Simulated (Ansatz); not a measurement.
**InP3: clamped-ion elastic tensor**

The calculation used DFT LDA, scalar-relativistic, plane waves, PAW (Ansatz). Settings: 420 eV plane-wave cutoff, Γ-centred 6×6×6 mesh, Fermi-Dirac smearing of 0.15 eV. No spin polarisation.

Equilibrium structure at this level:
```xyz
8
Lattice="3.6898 2.1303 3.2434 -3.6898 2.1303 3.2434 0.0000 -4.2606 3.2434" Properties=species:S:1:pos:R:3 pbc="T T T"
In    0.0000    0.0000    2.6638
In    0.0000    0.0000    7.0663
P     2.0377   -1.1765    5.9335
P     0.0000    2.3530    5.9335
P    -2.0377   -1.1765    5.9335
P    -2.0377    1.1765    3.7965
P     2.0377    1.1765    3.7965
P     0.0000   -2.3530    3.7965
```

In a metal, frequencies and elastic constants depend on the k mesh and the smearing, soft modes and shear constants most.

Question: Give the clamped-ion elastic constants (GPa, Voigt order xx yy zz yz xz xy, on the axes of the cell above).

Answer:
C11 = 188.1, C12 = 56.9, C13 = 52.4, C14 = 25.3, C22 = 188.1, C23 = 52.4, C24 = -25.3, C33 = 116.6, C44 = 70.4, C55 = 70.4, C56 = 25.3, C66 = 65.6 GPa; the others vanish.

Question: And the moduli of a polycrystal (Hill averages)?

Answer: B = 88 GPa, G = 59 GPa, E = 145 GPa, ν = 0.23.

Cost: 1 run of about 1.7 core-minutes, on Oxide Virtual Turin-like Processor (Zen 5) (shared hosts).